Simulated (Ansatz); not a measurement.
Data sheet: C8H4N6PtZn (DFT)

C8H4N6PtZn:
```
CELL_PARAMETERS angstrom
      7.12011     0.00000     0.00000
      0.00000     7.38794     0.00000
      0.00000     0.00000     7.42090
ATOMIC_POSITIONS crystal
  Zn 0.00000 0.00000 0.00000
  Pt 0.00000 0.50000 0.50000
  N  0.00000 0.80075 0.79733
  C  0.00000 0.68898 0.68790
  N  0.00000 0.19925 0.79733
  C  0.00000 0.31102 0.68790
  N  0.00000 0.80075 0.20267
  C  0.00000 0.68898 0.31210
  N  0.00000 0.19925 0.20267
  C  0.00000 0.31102 0.31210
  N  0.30658 0.00000 0.00000
  N  0.69342 0.00000 0.00000
  C  0.40267 0.00000 0.84613
  H  0.32147 0.00000 0.72281
  C  0.40267 0.00000 0.15387
  H  0.32147 0.00000 0.27719
  C  0.59733 0.00000 0.84613
  H  0.67853 0.00000 0.72281
  C  0.59733 0.00000 0.15387
  H  0.67853 0.00000 0.27719
```

Space group Pmmm (No. 47); conventional cell a = 7.1201 Å, b = 7.3879 Å, c = 7.4209 Å, α = β = γ = 90.00°.

Method: DFT-r²SCAN+D4 in the program Ansatz with PAW potentials. Geometry: relaxed at this level of theory. Other levels are named where they apply.

**Cell and energy**

* **Volume per atom**: 19.52 Å³
* **Density**: 1.89 g/cm³
* **Formation energy from the elements (no fitted shifts)**: 0.11 eV/atom

**Electronic structure**

* **Band gap**: 3.27 eV (indirect)
* **Valence-band maximum**: at Y (k = 0.000, 0.500, 0.000 in fractions of the reciprocal vectors)
* **Conduction-band minimum**: at S (k = 0.500, 0.500, 0.000 in fractions of the reciprocal vectors)
* **Smallest direct gap on the standard path**: 3.33 eV
* **Electron effective mass**: 2.8, 4.6, 5.3 mₑ (principal values)
* **Hole effective mass**: 0.82, 5.8, 14 mₑ (principal values)
* **HSE06 gap on the r²SCAN+D4 cell**: 4.47 eV

**Mechanics**

* **Bulk modulus (Birch–Murnaghan fit)**: 30.2 GPa
* **Pressure derivative B′**: 5.6
* **Elastic constants (relaxed ions, GPa)**: C11 = 41.4, C22 = 64.6, C33 = 62.2, C12 = 18.6, C13 = 17.5, C23 = 54.2, C44 = 25.8, C55 = -0.5, C66 = 0.0
* **Mechanical stability**: marginal (the smallest eigenvalue of C is near zero)

A made-up cell: these elements were put on the sites of a structure type; neither database checked (COD, Materials Project) lists it. Its standing as an ambient phase is unchecked. Symmetry was held in the r²SCAN+D4 relaxation; whether a distortion lowers the energy is not shown. No spin polarisation was allowed. The references are the lowest solids computed at this level, not always the standard phases (solids in place of the gases). Spin–orbit coupling is left out wherever it is not named.

Potentials: the later of the program's two PAW sets.
